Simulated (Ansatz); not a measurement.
A sound run on Ni (Im-3m), no spin polarisation (DFT, LDA, PAW with Ansatz's default frozen-core files, scalar-relativistic in Ansatz 0.2.0):

```yaml
crystal:
  lattice:
    - [0.0, 2.76743094, 0.0]
    - [0.0, 0.0, 2.76743094]
    - [2.76743094, 0.0, 0.0]
  atoms:
    - { symbol: Ni, position: [0.0, 0.0, 0.0] }
    - { symbol: Ni, position: [0.5, 0.5, 0.5] }
kpoints:
  mp_grid: { grid: [11, 11, 11] }
scf:
  occupations: { method: fermi_dirac, width: 0.05 }
  lower_state_search: "off"
hamiltonian:
  xc: lda
  pseudopotentials: { kind: paw }
output:
  forces: true
  stress: true
  eigenvalues: true
```

It converged in 6 iterations. The run has no spin polarisation. Pressure -12.05 GPa.

The input is then changed, output keys apart:

```diff
-  occupations: { method: fermi_dirac, width: 0.05 }
+  occupations: { method: fermi_dirac, width: 0.01 }
+  mixing: { preconditioner: ldos }
```

Problem. What does the program do with it?

Solution. Self-consistency was reached. Free energy -11546.4941 eV against -11546.5099 eV (not comparable, since the functional, the files or the filling changed), cell moment 0.00 μB, pressure -12.23 GPa.
```
Engine: ansatz 0.2.0
Pseudopotentials: kind: paw
Pseudopotential: Ni, paw, valence charge 18, recommended cutoff 420 eV (normal), Ni.paw.azcp
Functional definition: SPW92
  exchange = slater_x
  correlation = pw_c
Crystal: 2 atoms, lattice volume = 21.195 Å³
Basis set: ecut = 420 eV, 437 PW (Γ)
Bands: 22, of which v1, the nominal top of the filled ones, is band 18 counted from 1 (17 counted from 0)
Symmetry: 96 space group operations
Space group: Im-3m (ITA 229), of the structure as read, at distance tolerance 2.8e-5 Å
k-points: 56 of 1331
Non-local potential: Ni, projectors of the file, l = 0: 3, l = 1: 2, l = 2: 3, l = 3: 1
PAW form: soft (Blöchl's): semilocal exchange-correlation on the pseudo side does not see the compensation charge
PAW frozen core: Ni, regenerated for the run's functional, and the local potential with it (the file was generated under x = pbe(κ = 0.804, μ = 0.2195149727645171), c = pbe(β = 0.06672455060314922))
PAW one-centre angular grid: Ni, 590 points (default); XC on 64 Gauss nodes
Initial density: superposition of atomic densities (neutral atoms: chi_scale 0, normalization atom), corrected by the library's trained network
Initial wavefunctions: pseudopotential atomic-orbital guess
Functional: x = slater, c = lda
[...]
  E_ewald      = -6135.217077
  E_core_change = 0.868241  (= ΣΔE_core)
  E_smearing   = -0.001663  (= −TS)
  E_closure    = 0.000000  (closes the sum)
  Σ components = -11546.494082   (vs F -11546.494082, Δ=0.00e0)
--- Forces (eV/Å), atoms counted from 1 ---
  atom   1  Ni     0.00000000    -0.00000000    -0.00000000
  atom   2  Ni     0.00000000    -0.00000000    -0.00000000
  max |Σ_I F_I| component: 6.47e-29 eV/Å
--- Stress (GPa, compression-positive) ---
      -12.233969      -0.000000       0.000000
       -0.000000     -12.233969       0.000000
        0.000000       0.000000     -12.233969
  P = ⅓ Tr σ = -12.2340 GPa (-122.340 kbar)
--- Band table (eV; the first three rows and the last of 56) ---
  k-point 0: bands = ["-84.0695", "-83.9925", "-44.9350", "-44.9350", "-44.9350", "-44.7451", "-44.7451", "-44.7451", "9.0408", "14.0044", "14.0044", "16.1189", "16.1189", "16.1189", "17.5587", "17.5587", "18.2994", "18.2994", "18.2994", "28.0404", "28.0404", "28.0404"]
  k-point 1: bands = ["-84.0677", "-83.9938", "-44.9341", "-44.9310", "-44.9310", "-44.7519", "-44.7487", "-44.7487", "9.2157", "14.0618", "14.0758", "16.1172", "16.1172", "16.1620", "17.4891", "17.5859", "18.1691", "18.1691", "18.2543", "26.8178", "28.3596", "28.3596"]
  k-point 2: bands = ["-84.0626", "-83.9978", "-44.9307", "-44.9192", "-44.9192", "-44.7711", "-44.7594", "-44.7594", "9.7309", "14.2036", "14.2849", "16.1200", "16.1200", "16.2879", "17.2844", "17.6625", "17.8338", "17.8338", "18.1228", "24.5045", "29.2595", "29.2595"]
  k-point 55: bands = ["-84.0233", "-84.0231", "-44.9058", "-44.8883", "-44.8883", "-44.8517", "-44.8517", "-44.8341", "14.9499", "15.0767", "15.0767", "15.2444", "15.2444", "15.2614", "17.7497", "17.7497", "17.7500", "17.7500", "24.5289", "25.8103", "25.8103", "27.3661"]
```
